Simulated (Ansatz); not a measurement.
BiB, DFT, LDA, all-electron LAPW, scalar-relativistic (Ansatz 0.2.0), run on 1 thread of Arm Neoverse V1 on a shared host.

The cell was built from the rocksalt type and relaxed in the same program; it needn't be a known or the stable phase. The listed cell was then made from it by scaling, straining or moving an atom.

Command: `ansatz run input.yaml --threads 1 --pin off --max-ram 2048MiB --backend cpu --events-out ev --progress --plain --runs-dir out`

```yaml
crystal:
  lattice:
    - [0.0, 2.6024212825, 2.6024212825]
    - [2.6024212825, 0.0, 2.6024212825]
    - [2.6024212825, 2.6024212825, 0.0]
  atoms:
    - { symbol: B, position: [0.0, 0.0, 0.0] }
    - { symbol: Bi, position: [0.5, 0.5, 0.5] }
kpoints:
  mp_grid: { grid: [12, 12, 12] }
scf:
  occupations: { method: fermi_dirac, width: 0.05 }
hamiltonian:
  xc: lda
  pseudopotentials: { kind: all_electron, lapw: { basis_error: 0.001 } }
output:
  forces: true
  stress: true
  eigenvalues: true
```

How large is the problem that the program sets up?

72 irreducible k-points, 259 plane waves at Γ, 26 bands.

About how long does it take, and how much memory does it use?

14 s of wall time for 9 SCF iterations, with a peak of 0.33 GiB. Times on shared machines scatter by tens of per cent.

And the same cell and mesh by PAW (frozen-core files), asked for forces, stress, eigenvalues, efg, write_density, write_potential, elf, on the same hardware?

4.3 s, peak memory 0.38 GiB.
